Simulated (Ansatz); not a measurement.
TiNF:
```
CELL_PARAMETERS angstrom
     -1.93527     1.93527     4.95863
      1.93527    -1.93527     4.95863
      1.93527     1.93527    -4.95863
ATOMIC_POSITIONS crystal
  Ti 0.59836 0.09836 0.50000
  Ti 0.84836 0.84836 0.00000
  N  0.66797 0.66797 0.00000
  N  0.41797 0.91797 0.50000
  F  0.85867 0.35867 0.50000
  F  0.10867 0.10867 0.00000
```

Relaxed with r²SCAN.

Q: Give the Bader charges and basin volumes of the independent atoms, DFT-r²SCAN in the program Ansatz with PAW potentials.

A: 

```
atom  Bader charge (e)  Bader volume (Å³)
----  ----------------  -----------------
Ti1              +2.16                7.8
N3               -1.39               16.4
F5               -0.76               12.9
```

Space group I4_1md. The first step of the workflow began from a Materials Project structure, measured or hypothetical; the Crystallography Open Database copy checked does not list it. Its standing as an ambient phase is unchecked. The r²SCAN relaxation kept the symmetry of its start; whether a distortion lowers the energy is not shown. No spin polarisation was allowed.

Potentials: the later of the program's two PAW sets.
